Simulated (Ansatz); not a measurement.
Two states of EuNi₅

```yaml
crystal:
  lattice:
    - [4.98440, 0.00000, 0.00000]
    - [-2.49220, 4.31661, 0.00000]
    - [0.00000, 0.00000, 4.01191]
  atoms:
    - { symbol: Ni, position: [0.50000, 0.00000, 0.50000] }
    - { symbol: Ni, position: [0.50000, 0.50000, 0.50000] }
    - { symbol: Ni, position: [0.00000, 0.50000, 0.50000] }
    - { symbol: Eu, position: [0.00000, 0.00000, 0.00000] }
    - { symbol: Ni, position: [0.33330, 0.66670, 0.00000] }
    - { symbol: Ni, position: [0.66660, 0.33330, 0.00000] }
```

Single point in Ansatz 0.2.0 with r2SCAN, with U_eff = 5.6 eV on Ni d (all-electron-ortho-atomic projectors). Cutoff 500 eV, PAW datasets, 6×6×6 Γ-centred k mesh, fermi-dirac filling (width 0.1 eV).

State A: Ni1 up, Ni2 down, Ni3 up, Eu4 down, Ni5 up, Ni6 down (collinear spin). State B: Ni1 down, Ni2 down, Ni3 down, Eu4 up, Ni5 down, Ni6 down (collinear spin).

Q: Which state is lower, and how do they differ?

A: State B is lower by 12.2 meV an atom at zero smearing; in free energy at this smearing B lies -11.5 meV an atom from A.

```csv
state,free energy (meV/atom),largest moment in a small sphere (μB),net moment (μB/cell),gap on mesh (eV),pressure (GPa),largest force (eV/Å)
A,11.5,6.71,6.30,metal,14.9,0.07
B,0.0,6.74,2.48,metal,14.4,0.27
```

Origin: a database entry at a rescaled volume. Caveats: atoms or cell far from equilibrium.
